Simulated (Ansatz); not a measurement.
GaAs (CsCl type, Pm-3m) at seven volumes, the program Ansatz at the PBE level (PAW), scaled uniformly. One row is withheld.

| V (Å³/atom) | P (GPa) |
|---|---|
| 17.477 | 7.34 |
| 18.053 | 4.53 |
| 18.629 | 2.08 |
| 19.205 | 0.00 |
| 19.781 | -1.75 |
| 20.357 | -3.18 |
| 20.933 | ? |

Fit the shown pressures and predict the withheld one.

P = (3/2)B₀(x^(7/2) − x^(5/2))[1 + (3/4)(B′ − 4)(x − 1)] with x = (V₀/V)^(2/3). Least squares on the six rows gives V₀ = 19.211 Å³/atom, B₀ = 62.9 GPa, B′ = 4.47. At V = 20.933, x = 0.9444 and P = -4.46 GPa. The run itself gave -4.39 GPa.

The cell is a constructed one: a structure type filled with these elements; neither database checked (COD, Materials Project) lists it. It is not the phase usual at ambient conditions (space group No. 216). The PBE relaxation kept the symmetry of its start; its stability against distortions is not shown here.

Potentials: the earlier of the program's two PAW sets.
